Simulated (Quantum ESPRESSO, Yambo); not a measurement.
NaCaIrH6 (space group F-43m, No. 216): static response along x against the Γ-centred k mesh (Yambo on LDA (pw.x of Quantum ESPRESSO, ONCV potentials, without SOC) bands; 73 bands, 3 Ry block). The smallest direct LDA gap is 3.19 eV.

```csv
k mesh,"ε(0), independent particles","ε(0), RPA with local fields",rough Yambo cost
4×4×4,4.73,3.93,about 1/3
6×6×6,4.70,3.90,within a factor of two
8×8×8,4.70,3.90,1
```

The last step changes the RPA value by 0.0 %. Electronic response only; costs are rough.

Geometry of the Materials Project entry, not relaxed at this level; primitive cell a = 5.110 Å, b = 5.110 Å, c = 5.110 Å, α = 60.00°, β = 60.00°, γ = 60.00°.

The structure is a Materials Project entry; no match was found in the copy of COD used, and its stability was not checked.
